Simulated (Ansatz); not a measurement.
LiRh₃:
```xyz
4
Lattice="-1.3273 4.2898 2.3226 1.3273 -4.2898 2.3226 1.3273 4.2898 -2.3226" Properties=species:S:1:pos:R:3 pbc="T T T"
Li     0.0000     0.0000     4.5908
Rh     0.0000     2.0981     1.4164
Rh     1.3273     2.1917    -0.9062
Rh     1.3273     0.0000     2.3173
```

Relaxed with r²SCAN.

Which orbitals make up the states near the Fermi level in r²SCAN in the plane-wave PAW code Ansatz?

Within 0.5 eV of the Fermi level: Rh 4d 92 %. Projections are on Löwdin-orthogonalised atomic valence shells; empty p or d shells of many metals are not among them.

Tabulate the density of states.

States/eV per cell of 4 atoms, in 0.25 eV bins, energy from the Fermi level.

| E (eV) | total | Rh 4d | Rh 5s | Li 2s |
|---|---|---|---|---|
| -7.35 | 0.00 | 0.00 | 0.00 | 0.00 |
| -7.10 | 0.08 | 0.01 | 0.05 | 0.01 |
| -6.85 | 0.18 | 0.03 | 0.12 | 0.03 |
| -6.60 | 0.26 | 0.04 | 0.17 | 0.03 |
| -6.35 | 0.35 | 0.06 | 0.23 | 0.04 |
| -6.10 | 0.58 | 0.20 | 0.32 | 0.04 |
| -5.85 | 1.30 | 0.76 | 0.47 | 0.04 |
| -5.60 | 2.28 | 1.59 | 0.61 | 0.04 |
| -5.35 | 3.21 | 2.50 | 0.63 | 0.04 |
| -5.10 | 3.17 | 2.67 | 0.44 | 0.03 |
| -4.85 | 3.28 | 2.86 | 0.34 | 0.05 |
| -4.60 | 4.91 | 4.34 | 0.42 | 0.09 |
| -4.35 | 5.60 | 4.92 | 0.46 | 0.15 |
| -4.10 | 5.50 | 4.82 | 0.47 | 0.13 |
| -3.85 | 5.97 | 5.35 | 0.42 | 0.13 |
| -3.60 | 6.51 | 5.84 | 0.39 | 0.19 |
| -3.35 | 4.46 | 3.99 | 0.25 | 0.14 |
| -3.10 | 4.22 | 3.81 | 0.23 | 0.11 |
| -2.85 | 4.93 | 4.51 | 0.24 | 0.09 |
| -2.60 | 5.12 | 4.63 | 0.32 | 0.06 |
| -2.35 | 4.98 | 4.50 | 0.31 | 0.05 |
| -2.10 | 4.26 | 3.87 | 0.26 | 0.04 |
| -1.85 | 4.79 | 4.37 | 0.27 | 0.04 |
| -1.60 | 4.78 | 4.38 | 0.26 | 0.03 |
| -1.35 | 5.71 | 5.25 | 0.29 | 0.05 |
| -1.10 | 6.35 | 5.87 | 0.31 | 0.05 |
| -0.85 | 5.68 | 5.26 | 0.28 | 0.04 |
| -0.60 | 5.53 | 5.13 | 0.26 | 0.04 |
| -0.35 | 4.77 | 4.45 | 0.20 | 0.03 |
| -0.10 | 3.58 | 3.28 | 0.18 | 0.03 |
| 0.15 | 2.62 | 2.38 | 0.13 | 0.03 |
| 0.40 | 2.26 | 2.06 | 0.12 | 0.02 |
| 0.65 | 3.26 | 3.03 | 0.13 | 0.03 |
| 0.90 | 3.75 | 3.50 | 0.16 | 0.04 |
| 1.15 | 3.50 | 3.18 | 0.21 | 0.06 |
| 1.40 | 1.12 | 0.73 | 0.25 | 0.09 |
| 1.65 | 1.02 | 0.55 | 0.27 | 0.11 |
| 1.90 | 1.03 | 0.48 | 0.30 | 0.14 |
| 2.15 | 1.10 | 0.43 | 0.32 | 0.16 |
| 2.40 | 1.16 | 0.39 | 0.34 | 0.18 |
| 2.65 | 1.18 | 0.36 | 0.35 | 0.20 |
| 2.90 | 1.15 | 0.32 | 0.35 | 0.21 |
| 3.15 | 1.09 | 0.28 | 0.33 | 0.18 |
| 3.40 | 0.96 | 0.22 | 0.29 | 0.15 |
| 3.65 | 0.94 | 0.19 | 0.28 | 0.13 |
| 3.90 | 0.96 | 0.18 | 0.30 | 0.12 |
| 4.15 | 0.97 | 0.17 | 0.30 | 0.10 |
| 4.40 | 0.99 | 0.16 | 0.31 | 0.10 |
| 4.65 | 0.99 | 0.14 | 0.29 | 0.09 |

Space group Imm2. The first step of the workflow began from a Materials Project structure, measured or hypothetical; the Crystallography Open Database copy checked does not list it. With Li and Rh taken as one species the cell has the higher symmetry P6_3/mmc, so it may be an ordered model of a mixed-site phase. Its standing as an ambient phase is unchecked. The cell was relaxed with r²SCAN under the symmetry of its start; whether a distortion lowers the energy is not shown. No spin polarisation was allowed. Spin–orbit coupling is left out wherever it is not named.

Potentials: the later of the program's two PAW sets.
